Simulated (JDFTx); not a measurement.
An input for a modified build of JDFTx (Rh(100), linear PCM (GLSSA13), water, 0.1 M NaCl; bohr, hartree) and the course of its log:

```
lattice \
  5.0856823471 0.0000000000 0.0000000000 \
  0.0000000000 5.0856823471 0.0000000000 \
  0.0000000000 0.0000000000 59.7153455382
coords-type Lattice
ion Rh 0.0000000000 0.0000000000 -0.1204420890 0
ion Rh 0.5000000000 0.5000000000 -0.0602210440 0
ion Rh 0.0000000000 0.0000000000 0.0000000000 0
ion Rh 0.5000000000 0.5000000000 0.0602210440 0
ion Rh 0.0000000000 0.0000000000 0.1204420890 0
ion-species pseudo/rh_pbe_v1.4.upf
elec-cutoff 20 100
elec-ex-corr gga-PBE
coulomb-interaction Slab 001
coulomb-truncation-embed 0 0 0
kpoint-folding 8 8 1
elec-smearing Fermi 0.01
elec-n-bands 50
electronic-scf nIterations 100 energyDiffThreshold 1e-08
fluid LinearPCM
pcm-variant GLSSA13
fluid-solvent H2O
fluid-cation Na+ 0.1
fluid-anion Cl- 0.1
fluid-minimize nIterations 400 knormThreshold 1e-11
wavefunction read vac.wfns
elec-initial-eigenvals vac.eigenvals
dump-name f0.$VAR
dump End State Ecomponents EigStats BandEigs Forces ElecDensity IonicPositions Fillings Kpoints Dtot FluidDebug BoundCharge FluidDensity
```

```
[one cycle in 5 is shown, and the last three; fluid-solver lines are left out]
	FillingsUpdate:  mu: -0.175649318  nElectrons: 75.000000
SCF: Cycle:  0   F: -407.811824982662642   dF: +4.788e-06   |Residual|: 9.672e-04   |deigs|: 2.933e-05
	FillingsUpdate:  mu: -0.175384364  nElectrons: 75.000000
SCF: Cycle:  5   F: -407.811837499747980   dF: -2.826e-07   |Residual|: 9.622e-05   |deigs|: 7.157e-05
	FillingsUpdate:  mu: -0.175326619  nElectrons: 75.000000
SCF: Cycle: 10   F: -407.811837587338573   dF: -1.426e-07   |Residual|: 3.594e-05   |deigs|: 4.982e-06
	FillingsUpdate:  mu: -0.175331115  nElectrons: 75.000000
SCF: Cycle: 15   F: -407.811837541584737   dF: +6.232e-08   |Residual|: 6.580e-05   |deigs|: 1.869e-05
	FillingsUpdate:  mu: -0.175308383  nElectrons: 75.000000
SCF: Cycle: 20   F: -407.811837462678909   dF: -1.202e-09   |Residual|: 7.810e-05   |deigs|: 2.393e-05
	FillingsUpdate:  mu: -0.175311226  nElectrons: 75.000000
SCF: Cycle: 25   F: -407.811837577502502   dF: -1.296e-07   |Residual|: 3.575e-05   |deigs|: 5.736e-05
	FillingsUpdate:  mu: -0.175322744  nElectrons: 75.000000
SCF: Cycle: 30   F: -407.811837510041414   dF: +9.722e-08   |Residual|: 8.550e-05   |deigs|: 1.323e-05
	FillingsUpdate:  mu: -0.175309703  nElectrons: 75.000000
SCF: Cycle: 35   F: -407.811837522417363   dF: -5.628e-08   |Residual|: 5.481e-05   |deigs|: 9.207e-06
	FillingsUpdate:  mu: -0.175315939  nElectrons: 75.000000
SCF: Cycle: 40   F: -407.811837514989008   dF: -4.257e-08   |Residual|: 6.425e-05   |deigs|: 1.509e-05
	FillingsUpdate:  mu: -0.175317213  nElectrons: 75.000000
SCF: Cycle: 45   F: -407.811837440046418   dF: +1.780e-08   |Residual|: 8.986e-05   |deigs|: 6.403e-06
	FillingsUpdate:  mu: -0.175333437  nElectrons: 75.000000
SCF: Cycle: 50   F: -407.811837336016708   dF: +2.717e-07   |Residual|: 1.224e-04   |deigs|: 2.411e-05
	FillingsUpdate:  mu: -0.175331674  nElectrons: 75.000000
SCF: Cycle: 55   F: -407.811837568351166   dF: -6.666e-08   |Residual|: 4.834e-05   |deigs|: 2.034e-05
	FillingsUpdate:  mu: -0.175335649  nElectrons: 75.000000
SCF: Cycle: 60   F: -407.811837609627787   dF: -7.589e-08   |Residual|: 1.014e-05   |deigs|: 3.073e-05
	FillingsUpdate:  mu: -0.175357912  nElectrons: 75.000000
SCF: Cycle: 65   F: -407.811837546792617   dF: -3.159e-08   |Residual|: 4.832e-05   |deigs|: 2.989e-05
	FillingsUpdate:  mu: -0.175325445  nElectrons: 75.000000
SCF: Cycle: 70   F: -407.811837595076952   dF: -5.503e-08   |Residual|: 3.239e-05   |deigs|: 3.161e-05
	FillingsUpdate:  mu: -0.175329784  nElectrons: 75.000000
SCF: Cycle: 75   F: -407.811837606886741   dF: -5.345e-09   |Residual|: 1.261e-05   |deigs|: 5.195e-06
	FillingsUpdate:  mu: -0.175327607  nElectrons: 75.000000
SCF: Cycle: 80   F: -407.811837608476765   dF: -1.424e-07   |Residual|: 7.787e-06   |deigs|: 3.064e-05
	FillingsUpdate:  mu: -0.175326976  nElectrons: 75.000000
SCF: Cycle: 85   F: -407.811837603171170   dF: -1.992e-07   |Residual|: 1.751e-05   |deigs|: 5.006e-06
	FillingsUpdate:  mu: -0.175327811  nElectrons: 75.000000
SCF: Cycle: 90   F: -407.811837315284606   dF: +2.936e-07   |Residual|: 1.258e-04   |deigs|: 1.343e-05
	FillingsUpdate:  mu: -0.175336333  nElectrons: 75.000000
SCF: Cycle: 95   F: -407.811837600760043   dF: +2.478e-09   |Residual|: 2.046e-05   |deigs|: 9.651e-06
	FillingsUpdate:  mu: -0.175360377  nElectrons: 75.000000
SCF: Cycle: 97   F: -407.811837547485879   dF: +1.285e-08   |Residual|: 5.165e-05   |deigs|: 3.498e-05
	FillingsUpdate:  mu: -0.175325276  nElectrons: 75.000000
SCF: Cycle: 98   F: -407.811837581090003   dF: -3.360e-08   |Residual|: 4.280e-05   |deigs|: 3.482e-05
	FillingsUpdate:  mu: -0.175337167  nElectrons: 75.000000
SCF: Cycle: 99   F: -407.811837601722061   dF: -2.063e-08   |Residual|: 1.801e-05   |deigs|: 1.216e-05
SCF: None of the convergence criteria satisfied after 100 iterations.
IonicMinimize: Iter:   0  F: -407.811837601722061  |grad|_K:  0.000e+00
IonicMinimize: Converged (|grad|_K<1.000000e-04).
```

This run gave no converged result. The loop ran out of cycles short of its threshold. It has stalled and not diverged: the last ten energies span 3e-07 Ha, so the total is near its end, but levels, forces and charges aren't shown converged.
